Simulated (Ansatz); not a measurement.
Cell and atoms are relaxed with the symmetry kept. Start:

```
Ti Si
1.0
     2.52425    1.45737    4.43836
    -2.52425    1.45737    4.43836
     0.00000   -2.91475    4.43836
Ti Si
5 1
Direct
  0.15136 0.15136 0.15136
  0.60456 0.39544 0.00000
  0.00000 0.60456 0.39544
  0.84864 0.84864 0.84864
  0.39544 0.00000 0.60456
  0.50000 0.50000 0.50000
```

The calculation used DFT PBE+D3(BJ), scalar-relativistic, plane waves, PAW in Ansatz.

Cutoff 420 eV; k points 12×12×12 on the computed 6-atom cell (Γ-centred); Gaussian smearing, width 0.10 eV; no spin polarisation.

Task: What does it relax to?

Result: The volume decreases by 0.81 Å³/atom to 15.52 Å³/atom, and the energy falls by 15.9 meV/atom. Final structure:
```
Ti Si
1.0
     2.47689    1.43003    4.38218
    -2.47689    1.43003    4.38218
     0.00000   -2.86007    4.38218
Ti Si
5 1
Direct
  0.15129 0.15129 0.15129
  0.60605 0.39395 0.00000
  0.00000 0.60605 0.39395
  0.84871 0.84871 0.84871
  0.39395 0.00000 0.60605
  0.50000 0.50000 0.50000
```

Cost: 1 run of about 9 core-minutes, on Arm Neoverse V1 (shared hosts).